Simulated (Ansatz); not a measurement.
Recipe of this trial structure of CrCoC6N6: cyanide-bridged rock-salt net of two metals, 0 guest cations a cell (Fm-3m, No. 225). Lengths were set from tabulated atomic sizes, so they are only a guess.

```
Cr Co C N
1.0
     0.00000    5.11700    5.11700
     5.11700    0.00000    5.11700
     5.11700    5.11700    0.00000
Cr Co C N
1 1 6 6
Direct
  0.50000 0.50000 0.50000
  0.00000 0.00000 0.00000
  0.81268 0.18732 0.18732
  0.18732 0.81268 0.18732
  0.18732 0.18732 0.81268
  0.18732 0.81268 0.81268
  0.81268 0.18732 0.81268
  0.81268 0.81268 0.18732
  0.69836 0.30164 0.30164
  0.30164 0.69836 0.30164
  0.30164 0.30164 0.69836
  0.30164 0.69836 0.69836
  0.69836 0.30164 0.69836
  0.69836 0.69836 0.30164
```

All numbers below come from DFT PBE, scalar-relativistic, plane waves, PAW in Ansatz 0.2.0. Cutoff 420 eV, Gaussian smearing, Γ-centred meshes. Cell and atoms relax on a converged mesh. The steps can't lower the symmetry of their start. Collinear spin, starting moments Cr 3.0; Co 3.0 μB.

A guess keeps its type if space group and coordination stay and the shape of the cell changes little (axis ratios within about 15 %, angles within 6°); the volume may change.

Question: Does it keep its structure type, or change into something else?

Answer: It keeps its type. The symmetry stays Fm-3m (No. 225). The volume per atom shrinks by 5.3 %, from 19.1 to 18.1 Å³. The shortest distance goes from 1.17 Å (C–N) to 1.16 Å (C–N). Counting neighbours within 15 % of an atom's shortest distance, the start has C 1, Co 6, Cr 6, N 1 and the end C 1, Co 6, Cr 6, N 1.

The last run used collinear spin, a 6×6×6 mesh for its 14-atom cell and Gaussian smearing of 0.02 eV. The magnetic state reached may not be the lowest. A structure relaxed within its symmetry needn't be a true minimum.
